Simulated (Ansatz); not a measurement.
# LiTlSe2 (ordering on zincblende): zone-centre phonons and dielectric response

Perturbation theory with PBEsol in the PAW code Ansatz on the PBEsol cell, ground state and force constants on a 6×6×4 mesh. Note: simulated data, non-magnetic, for a generated structure that need not be the stable one.

It is tetragonal, P-4m2 (No. 115); a = 4.245 Å, c = 5.903 Å in the conventional setting, 26.59 Å³ an atom. Around Li lie 4 Se at 2.51 Å; around Se lie 2 Li at 2.51 Å and 2 Tl at 2.67 Å; around Tl lie 4 Se at 2.67 Å.

Space group P-4m2 (No. 115). a = 4.245 Å, b = 4.245 Å, c = 5.903 Å, α = 90.00°, β = 90.00°, γ = 90.00°
```csv
atom,site,symmetry,x,y,z
Li,1a,-4m2,0.0000,0.0000,0.0000
Se,2g,2mm.,0.0000,0.5000,0.2260
Tl,1c,-4m2,0.5000,0.5000,0.5000
```

Optical modes without the longitudinal term:
```tsv
ω (cm⁻¹)	degeneracy	IR intensity, summed over the level ((D/Å)²/amu)
45	2	0.74
155	1	0.00
158	2	7.44
167	1	2.34
323	1	5.04
366	2	5.42
```

The zone-centre optical frequencies run from 45 to 366 cm⁻¹, none imaginary (the rest of the zone wasn't tested). With the long-range field the highest mode reaches 374 cm⁻¹. The program warns that the force constants, and all that is formed from them, aren't settled on this k mesh. Of the real levels 5 are infrared active, the strongest at 158 cm⁻¹.

ε∞: 10.02 along x and y, 8.36 along z. With the ions relaxed, ε⁰ is 17.1 along x and y, 11.0 along z. Born charges, averaged over directions: Li +0.93, Se -2.09, Tl +3.25 e.

For comparison, on the r2SCAN cell the mean ε∞ is 7.71 with r2SCAN (ground state on 6×6×4; least gap 0.71 eV), 8.93 with PBE (ground state on 6×6×4; least gap 0.44 eV).

Spin-orbit coupling is left out; in compounds of Pb, Bi, Tl or Hg it can lower a gap by up to about 1 eV, split its edges or invert the bands.
